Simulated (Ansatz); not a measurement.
PbS:
```yaml
crystal:
  lattice:
    - [4.22477, 0.00000, 0.00000]
    - [-2.11238, 3.65875, 0.00000]
    - [0.00000, 0.00000, 10.34786]
  atoms:
    - { symbol: Pb, position: [0.00000, 0.33312, 0.66667] }
    - { symbol: Pb, position: [0.66688, 0.66688, 0.00000] }
    - { symbol: Pb, position: [0.33312, 0.00000, 0.33333] }
    - { symbol: S, position: [0.00000, 0.33332, 0.16667] }
    - { symbol: S, position: [0.66668, 0.66668, 0.50000] }
    - { symbol: S, position: [0.33332, 0.00000, 0.83333] }
```

Relaxed with r²SCAN. Special points in fractions of this cell's reciprocal vectors: Γ (0.000, 0.000, 0.000); M (0.500, 0.000, 0.000); K (0.333, 0.333, 0.000); A (0.000, 0.000, 0.500); L (0.500, 0.000, 0.500); H (0.333, 0.333, 0.500).

List the band energies nearest the valence-band maximum at these points for plane-wave PAW r²SCAN with spin–orbit coupling (Ansatz code).

In eV from the valence-band maximum; about four levels below and three above (degenerate sets whole), none deeper than 8.9 eV; points with the same levels are listed once.

| k | below | above |
|---|---|---|
| Γ | -0.74 -0.74 -0.74 -0.74 | 1.19 1.19 1.19 1.19 |
| M | -1.42 -1.42 -1.42 -1.42 | 1.71 1.71 1.71 1.71 |
| K | -1.92 -1.92 -1.92 -1.92 -1.92 -1.92 | 2.52 2.52 2.52 2.52 2.52 2.52 |
| A | -1.65 -1.65 -1.65 -1.65 0.00 0.00 | 0.21 0.21 1.88 1.88 |
| L | -1.85 -1.85 0.00 0.00 | 0.21 0.21 1.88 1.88 |
| H | -1.07 -1.07 -1.07 -1.07 -1.07 -1.07 | 1.88 1.88 1.88 1.88 1.89 1.89 |

Space group Fm-3m (rock salt). The cell was relaxed with r²SCAN under the symmetry of its start. Point labels and valley counts follow the cell and symmetry of the run, lower than the named group.

Potentials: the earlier of the program's two PAW sets.
